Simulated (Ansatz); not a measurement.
Relaxed SiC (wurtzite):

```yaml
crystal:
  lattice:
    - [6.18384, 0.00000, 0.00000]
    - [-1.54596, 2.67768, 0.00000]
    - [0.00000, 0.00000, 5.07421]
  atoms:
    - { symbol: Si, position: [0.33333, 0.33333, 0.00052] }
    - { symbol: Si, position: [0.83333, 0.33333, 0.00052] }
    - { symbol: Si, position: [0.16667, 0.66667, 0.50052] }
    - { symbol: Si, position: [0.66667, 0.66667, 0.50052] }
    - { symbol: C, position: [0.33333, 0.33333, 0.62468] }
    - { symbol: C, position: [0.83333, 0.33333, 0.62468] }
    - { symbol: C, position: [0.16667, 0.66667, 0.12468] }
    - { symbol: C, position: [0.66667, 0.66667, 0.12468] }
```

The atoms are displaced by Q × the pattern below (from a DFPT mode at M = (0.5, 0.0, 0.0), largest move 1; Q in Å), at fixed cell. (q is in reciprocal vectors of the primitive cell; the cell shown is doubled to hold the pattern.)

| atom | x | y | z |
|---|---|---|---|
| Si1 | 0.027 | 0.016 | -0.158 |
| Si2 | -0.027 | -0.016 | 0.158 |
| Si3 | 0.027 | 0.016 | 0.158 |
| Si4 | -0.027 | -0.016 | -0.158 |
| C5 | -0.818 | -0.472 | 0.328 |
| C6 | 0.818 | 0.472 | -0.328 |
| C7 | -0.818 | -0.472 | -0.328 |
| C8 | 0.818 | 0.472 | 0.328 |

The numbers are results of PBE (plane waves to 420 eV, PAW, scalar-relativistic; Ansatz, an electronic-structure program), not measurements. k mesh 6×12×7 (Γ-centred), Fermi-Dirac smearing 0.05 eV. E stands for the smeared free energy. SiC was relaxed with its symmetry unable to fall. The PAW data are Ansatz's earlier set. The zero of ΔE is the undisplaced structure.

```csv
Q (Å),ΔE (meV/cell)
-0.1000,655
-0.0833,454
-0.0667,291
-0.0500,withheld
-0.0333,72
-0.0167,18
0.0000,0
0.0167,18
0.0333,72
0.0500,withheld
0.0667,291
0.0833,454
0.1000,655
```

Problem. Fit an even polynomial form (powers 2, 4) to the given rows and predict ΔE at Q = 0.0500.

Solution. Least squares on the 11 given rows: ΔE = (65260)·Q² + (24240)·Q⁴, in meV/cell with Q in Å; root-mean-square residual 0.2 meV/cell. At 0.0500 the fit gives 163 meV/cell; the calculation gives 163 meV/cell, the same to the digits shown. The quadratic term alone would give 163 meV/cell.

(For displaced atoms, the force is minus the slope of the energy, and its curvature is a force constant, which sets phonon frequencies.)
